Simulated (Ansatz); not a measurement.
BeSe:
```cif
data_Be2Se2
_chemical_formula_sum 'Be2 Se2'
_space_group_name_H-M_alt 'P63/mmc'
_space_group_IT_number 194
_space_group_name_Hall '-P 6c 2c'
_cell_length_a 3.48278
_cell_length_b 3.48278
_cell_length_c 5.49841
_cell_angle_alpha 90.000
_cell_angle_beta 90.000
_cell_angle_gamma 120.000
loop_
_atom_site_label
_atom_site_type_symbol
_atom_site_symmetry_multiplicity
_atom_site_Wyckoff_symbol
_atom_site_fract_x
_atom_site_fract_y
_atom_site_fract_z
_atom_site_occupancy
Be1 Be 2 a 0.00000 0.00000 0.00000 1
Se1 Se 2 c 0.33333 0.66667 0.25000 1
```

Relaxed with PBEsol. Plane-wave PAW PBEsol (Ansatz code) gives a gap of 0.44 eV.

**Question.** What gap does HSE06 give on the same cell (Ansatz, PAW)?

**Answer.** 1.04 eV, 0.61 eV more. The hybrid was solved on a coarser mesh and at special points; the gap given is the minimum over both.

```
k  v1 PBEsol  c1 PBEsol  v1 HSE06  c1 HSE06
-  ---------  ---------  --------  --------
Γ       0.00       2.40         ?         ?
A      -0.85       3.07         ?         ?
K      -3.88       0.44     -4.19      1.04
H      -0.77       3.10         ?         ?
M      -0.70       2.33         ?         ?
L      -2.45       2.21     -2.61      3.00
```

**Question.** Top valence (v1) and lowest conduction level (c1) in eV from each method's valence maximum (which need not be a listed point): supply the withheld HSE06 values.

**Answer.** 
- M, v1 HSE06: -0.75
- M, c1 HSE06: 3.13
- Γ, v1 HSE06: 0.00
- Γ, c1 HSE06: 3.31
- A, v1 HSE06: -0.92
- A, c1 HSE06: 4.03
- H, v1 HSE06: -0.82
- H, c1 HSE06: 3.99

Cost on shared cores: the PBEsol run (SCF on a 9×9×5 mesh, then bands and DOS) very roughly 17 core-seconds, the HSE06 run (SCF on 7×7×4, then a few points) about 3 core-minutes (a rough figure); the tasks are unlike.

Space group P6_3/mmc (NiAs type). This is a known high-pressure phase of the composition, computed here at zero pressure and temperature. The cell was relaxed with PBEsol under the symmetry of its start; its stability against distortions is not shown here. Spin–orbit coupling is left out wherever it is not named.

Potentials: the later of the program's two PAW sets.
